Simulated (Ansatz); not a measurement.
The start is a relaxed Ag cell displaced along its unstable phonon at q = (½, 0, 0) of its primitive reciprocal cell (27i cm⁻¹), largest move 0.15 Å. A full variable-cell relaxation at zero pressure is run with r2SCAN (plane waves to 500 eV, PAW, scalar-relativistic; Ansatz, a program for electronic structure). The first steps use a coarse 7×14×14 k-mesh.

Starting cell:
```
CELL_PARAMETERS angstrom
     -3.26800     3.26800     3.26800
      1.63400    -1.63400     1.63400
      1.63400     1.63400    -1.63400
ATOMIC_POSITIONS crystal
  Ag 0.00000 0.96754 0.03246
  Ag 0.50000 0.03246 0.96754
```

Problem. How much energy is released per atom?

Solution. 0.03 eV/atom.

Problem. How do the shortest distances between atoms change?

Solution. The closest pairs of elements (up to four, under 3.6 Å), start → end: Ag–Ag 2.83 → 2.90 Å.

Problem. Give the final cell and atomic positions.

Solution. 
Space group P6₃/mmc (No. 194); a = 2.9032 Å, b = 2.9032 Å, c = 4.7499 Å, α = 90.00°, β = 90.00°, γ = 120.00°

```
atom  site  symmetry       x       y       z
----  ----  --------  ------  ------  ------
Ag      2d      -6m2  0.6667  0.3333  0.2500
```

Final values are on a 18×18×10 k-mesh of the relaxed cell. No spin polarisation in the result.

The run could not lose the symmetry of its start, so the end can be a saddle point.

The relaxed structure here is a generated cell of Ag: the first start was made by placing the elements on the sites of a structure type, and the end was not matched to a known phase here, so it may be hypothetical. Known forms of Ag include space group No. 225.
